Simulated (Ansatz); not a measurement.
IrRhN2 in space group R-3m (No. 166; Ir on 3b, Rh on 3a, N on 6c) under volume change, PBEsol in the plane-wave PAW code Ansatz, shape and atoms relaxed at each volume.

```json
[
 {"V (Å³/atom)": "10.465", "E − E(relaxed) (meV/atom)": "___", "P (GPa)": "___"},
 {"V (Å³/atom)": "10.799", "E − E(relaxed) (meV/atom)": "6.2", "P (GPa)": "6.70"},
 {"V (Å³/atom)": "11.133", "E − E(relaxed) (meV/atom)": "0.0", "P (GPa)": "-0.07"},
 {"V (Å³/atom)": "11.467", "E − E(relaxed) (meV/atom)": "___", "P (GPa)": "___"},
 {"V (Å³/atom)": "11.801", "E − E(relaxed) (meV/atom)": "23.3", "P (GPa)": "-10.89"}
]
```

What belongs in the gaps?


- 11.467, E − E(relaxed) (meV/atom): 6.0
- 11.467, P (GPa): -5.65
- 10.465, E − E(relaxed) (meV/atom): 29.3
- 10.465, P (GPa): 15.71

What does a third-order Birch–Murnaghan fit give for V₀, B₀ and B′?

V₀ = 11.13 Å³/atom, B₀ = 215 GPa, B′ = 5.5.

The start of the workflow was typed in or built on a structure type; neither database checked (COD, Materials Project) lists it. Its standing as an ambient phase is unchecked. The cell keeps a stress of up to 0.3 GPa. The cell was relaxed with PBEsol under the symmetry of its start; its stability against distortions is not shown here. The workflow began spin-polarised and lost its moments. Its formation energy is positive at this level, so the cell may be metastable or incomplete. Scalar-relativistic: spin–orbit coupling is off unless named, which matters more the heavier the elements.

Potentials: the earlier of the program's two PAW sets. The files were generated under PBE; for other functionals the program regenerates the frozen cores, and for LDA and PBEsol the local potential too.
